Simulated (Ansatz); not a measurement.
The cell below belongs to a search over invented structures; it isn't taken from experiment.

Input and command of a plane-wave DFT calculation in Ansatz:

```yaml
crystal:
  lattice:
    - [6.4790876968, 0.0, 0.0]
    - [0.0, 5.0964516633, 0.0]
    - [-1.452478434, 0.0, 6.6489508063]
  atoms:
    - { symbol: Zr, position: [0.7567566399, 0.5, 0.5286038545] }
    - { symbol: Zr, position: [0.2432433601, 0.5, 0.4713961455] }
    - { symbol: Zr, position: [0.0650112529, 0.0, 0.2951688137] }
    - { symbol: Zr, position: [0.5662834591, 0.0, 0.3078292755] }
    - { symbol: Zr, position: [0.7638925217, 0.5, 0.0233815684] }
    - { symbol: Zr, position: [0.2361074783, 0.5, 0.9766184316] }
    - { symbol: Zr, position: [0.9349887471, 0.0, 0.7048311863] }
    - { symbol: Zr, position: [0.4337165409, 0.0, 0.6921707245] }
    - { symbol: Cl, position: [0.7418898307, 0.0, 0.0011742089] }
    - { symbol: Cl, position: [0.2581101693, 0.0, 0.9988257911] }
basis:
  ecutwfc: 420
kpoints:
  mp_grid: { grid: [6, 8, 6] }
hamiltonian:
  xc: pbe
scf:
  occupations: { method: gaussian, width: 0.1 }
output:
  forces: true
  stress: true
  eigenvalues: true
  write_density: true
  write_potential: true
  elf: true
  volumetric_format: npy
relax:
  adjacent_minimum: "off"
  f_tol: 0.01
  max_steps: 80
  cell: { stress_tol: 0.05 }
```

```bash
ansatz run input.yaml --threads 1 --pin off --max-ram 2560MiB --backend cpu --events-out ev --progress --plain --runs-dir out
```

Processor: Intel(R) Xeon(R) Platinum 8488C (Sapphire Rapids), 1 thread, on a host shared with other jobs.

**Question.** Estimate time, memory and problem size.

**Answer.** About 6.4 min, peak memory 1.2 GiB. It solves 66 bands at 100 k points (after reduction by symmetry) with about 4295 plane waves (on the last cell), in 35 SCF iterations over 5 ionic steps.
